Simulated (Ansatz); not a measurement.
Relaxed-ion elastic tensor of Cu₂O in space group Pn-3m (No. 224; Cu on 4c, O on 2a) in GPa (Voigt order), LDA (plane waves, PAW; program Ansatz); density 6.58 g/cm³, 12.04 Å³ per atom.

```
159  141  141  0.0  0.0  0.0
141  159  141  0.0  0.0  0.0
141  141  159  0.0  0.0  0.0
0.0  0.0  0.0  3.4  0.0  0.0
0.0  0.0  0.0  0.0  3.4  0.0
0.0  0.0  0.0  0.0  0.0  3.4
```

**Question.** Is the crystal mechanically stable?

**Answer.** Yes: the smallest eigenvalue of C is 3.4 GPa.

**Question.** Work out the Voigt, Reuss and Hill averages.

**Answer.** K_V = 147, K_R = 147, K_H = 147; G_V = 5.5, G_R = 4.5, G_H = 5.0 GPa.

**Question.** Give Young's modulus, Poisson's ratio, Pugh's ratio and the universal anisotropy index.

**Answer.** E = 9KG/(3K + G) = 14.8 GPa; ν = 0.48; K/G = 29.39 (ductile by the Pugh limit of 1.75); A_U = 5G_V/G_R + K_V/K_R − 6 = 1.21.

**Question.** Estimate the sound speeds and the Debye temperature.

**Answer.** v_l = √((K + 4G/3)/ρ) = 4830 m/s, v_t = √(G/ρ) = 872 m/s, mean 997 m/s; Θ = (h/k)(3n/4πV)^(1/3) v_m = 130 K.

**Question.** Give the Zener ratio and Young's modulus along [100], [110] and [111].

**Answer.** A = 2C44/(C11 − C12) = 0.38; 1/E = S11 − 2(S11 − S12 − S44/2)Γ with Γ = 0, 1/4, 1/3 gives 25.9, 11.8, 10.0 GPa.

The cell was relaxed with LDA under the symmetry of its start. The run is not spin-polarised. No Hubbard U is applied.

Potentials: the earlier of the program's two PAW sets. The files were generated under PBE; for other functionals the program regenerates the frozen cores, and for LDA and PBEsol the local potential too.
